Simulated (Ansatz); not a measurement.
TaAs (NbAs type, space group I4_1md)

```
CELL_PARAMETERS angstrom
     -1.73153     1.73153     5.86650
      1.73153    -1.73153     5.86650
      1.73153     1.73153    -5.86650
ATOMIC_POSITIONS crystal
  Ta 0.99912 0.99912 0.00000
  Ta 0.74912 0.24912 0.50000
  As 0.41688 0.41688 0.00000
  As 0.16688 0.66688 0.50000
```

In this cell atom 2 (Ta, nearest neighbour As at 2.622 Å; its periodic images, 3.5 Å or more away, move with it) is moved by s along Cartesian x, unit vector (1.000, 0.000, 0.000); all other atoms and the cell stay fixed.

Method: PBE (plane waves to 420 eV, PAW, scalar-relativistic; Ansatz, a quantum-chemistry and plane-wave program). k mesh 15×15×15 (Γ-centred), Fermi-Dirac smearing 0.05 eV. The energy includes the smearing's −TS. With partly filled bands, energies and forces of such displacements shift with the k mesh and the smearing. At this level the bands of TaAs touch or barely overlap. Spin-orbit coupling is left out, though Ta is heavy. TaAs is run without spin polarisation. TaAs was relaxed with its symmetry unable to fall. The zero of ΔE is the undisplaced structure. The last digit holds for this mesh only.

```
s (Å)   ΔE (meV/cell)
------  -------------
-0.790         3674.3
-0.632         2411.2
-0.474       withheld
-0.316          586.7
-0.158          140.9
0.000             0.0
0.158           140.9
0.316           586.7
0.474        withheld
0.632          2411.2
0.790          3674.3
```

Question: Fit an even polynomial form (powers 2, 4, 6) to the given rows and predict ΔE at s = 0.474.

Answer: Least squares on the 9 given rows: ΔE = (5714)·s² + (1752)·s⁴ + (-2363)·s⁶, in meV/cell with s in Å; root-mean-square residual 1.41 meV/cell. At 0.474 the fit gives 1345.4 meV/cell; the calculation gives 1352.3 meV/cell, so the interpolation is off by -6.9 (-0.5 %). The quadratic term alone would give 1283.8 meV/cell.

(A displaced cell: forces are minus the slopes of the energy, force constants its curvatures, and phonons follow from these.)
